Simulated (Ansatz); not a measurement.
Te₂Mo:
```
CELL_PARAMETERS angstrom
      6.03854     0.00000     0.00000
      0.00000     6.83870     0.00000
      0.00000     0.00000     3.50533
ATOMIC_POSITIONS crystal
  Mo 0.00000 0.00000 0.00000
  Mo 0.50000 0.50000 0.50000
  Te 0.19530 0.35411 0.00000
  Te 0.69530 0.14589 0.50000
  Te 0.30470 0.85411 0.50000
  Te 0.80470 0.64589 0.00000
```

Relaxed with PBE. Special points in fractions of this cell's reciprocal vectors: Γ (0.000, 0.000, 0.000); X (0.500, 0.000, 0.000); S (0.500, 0.500, 0.000); Y (0.000, 0.500, 0.000); Z (0.000, 0.000, 0.500); U (0.500, 0.000, 0.500); R (0.500, 0.500, 0.500); T (0.000, 0.500, 0.500).

Task: List the band energies nearest the Fermi level at these points for the program Ansatz at the PBE level (PAW).

Result: In eV from the Fermi level; about four levels below and three above (degenerate sets whole), none deeper than 8.9 eV; points with the same levels are listed once.

| k | below | above |
|---|---|---|
| Γ | -1.13 -0.81 -0.50 -0.06 | 0.03 0.25 0.84 |
| X | -1.15 -1.15 -0.63 -0.63 | 1.52 1.52 1.55 1.55 |
| S | -2.04 -2.04 -1.47 -1.47 | 0.00 0.00 0.65 0.65 |
| Y | -0.90 -0.90 -0.63 -0.63 | 1.18 1.18 1.29 1.29 |
| Z | -1.62 -1.62 -0.29 -0.29 | 1.35 1.35 1.63 1.63 |
| U | -0.93 -0.93 -0.30 -0.30 | 0.63 0.63 1.47 1.47 |
| R | -1.41 -1.41 -0.44 -0.44 | 0.83 0.83 1.49 1.49 |
| T | -1.96 -1.96 -1.18 -1.18 | 0.98 0.98 1.52 1.52 |

Space group Pnnm. The cell is a constructed one: a structure type filled with these elements; neither database checked (COD, Materials Project) lists it. It is not the phase usual at ambient conditions (space group No. 194). The PBE relaxation kept the symmetry of its start; whether a distortion lowers the energy is not shown. The run is not spin-polarised. Spin–orbit coupling is left out wherever it is not named.

Potentials: the later of the program's two PAW sets.
